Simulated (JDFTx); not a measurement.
| Property | Result |
|---|---|
| surface | Mg(1 1 -2 1) |
| bulk | Mg, P6_3/mmc, lattice of mp-153 (not re-optimised) |
| slab | 12 atoms in 12 planes, 1x1, 8.2 Å between the outermost planes |
| in-plane cell | 5.494 × 6.041 Å, 29.56 Å² |
| cell height | 24.3 Å |
| sampling | 4×4×1 k mesh, Fermi smearing 0.01 Ha, no spin polarisation |

Computed with JDFTx (a modified build): PBE, GBRV ultrasoft potentials, plane waves to 20/100 Ha. Liquid on both sides: CANDLE, acetonitrile, 1 M NaF; nuclei fixed. At negative charge CANDLE's numbers also depend on the cell height, by up to tenths of a volt.

Charging data:

```
U − U_pzc (V)  σ (μC/cm²)
-------------  ----------
-0.32               -4.67
0.00                 0.00
0.58                16.71
```

Working it through: a check of Lippmann's equation. The grand free energy per area against the neutral slab, Δγ = [F(N) − F(N₀) − μ(N − N₀)]/2A, is taken from the total energies of the same runs.

```tsv
U − U_pzc (V)	Δγ (mJ/m²)
-0.32	-8.4
0.00	0.0
0.58	-47.4
```

Δγ is largest at zero charge and falls away from it, as dγ/dU = −σ demands. At 0.58 V the computed -47.4 mJ/m² stands beside -48.2 mJ/m² from the constant-capacitance formula.
